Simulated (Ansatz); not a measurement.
A relaxed cell of Fe (Im-3m (No. 229)), relaxed on a k-mesh at least as fine as the one used below. All values below come from PBE (plane waves to 420 eV, PAW, scalar-relativistic; Ansatz, a quantum-chemistry and plane-wave program). Γ-centred k-mesh 16×8×16 on the run's cell (coarser than for final values), Fermi–Dirac smearing 0.05 eV.

```xyz
2
Lattice="-1.4158 1.4158 1.4158 2.8316 -2.8316 2.8316 1.4158 1.4158 -1.4158" Properties=species:S:1:pos:R:3 pbc="T T T"
Fe     0.0000     0.0000     0.0000
Fe     1.4158    -1.4158     1.4158
```
Spin-polarised start, with parallel moments on Fe.

The atoms are displaced by (Å):

| atom | ux | uy | uz |
|---|---|---|---|
| Fe1 | 0.086 | -0.010 | -0.038 |
| Fe2 | -0.033 | 0.189 | 0.009 |

Question: What forces (eV/Å) and pressure result?

Answer: 
```tsv
atom	Fx	Fy	Fz
Fe1	-0.65	0.89	-0.16
Fe2	0.65	-0.89	0.16
```

Pressure +1.5 GPa.

Question: Estimate the energy cost of the displacement in the harmonic approximation and compare with the calculation.

Answer: For a harmonic well ΔE = −½ Σ F·u = 0.124 eV a cell, or 62 meV/atom. The calculated energy relative to the undisplaced cell is +0.06 eV/atom, so the harmonic estimate holds well.

Spin state reached: ferromagnetic (net 2.17 μB/atom), from parallel starting moments; other spin orders were not run from this start.

The run that gave the undisplaced cell could not lose the symmetry of its start; a randomly shaken copy of 2 atoms returns to this structure.
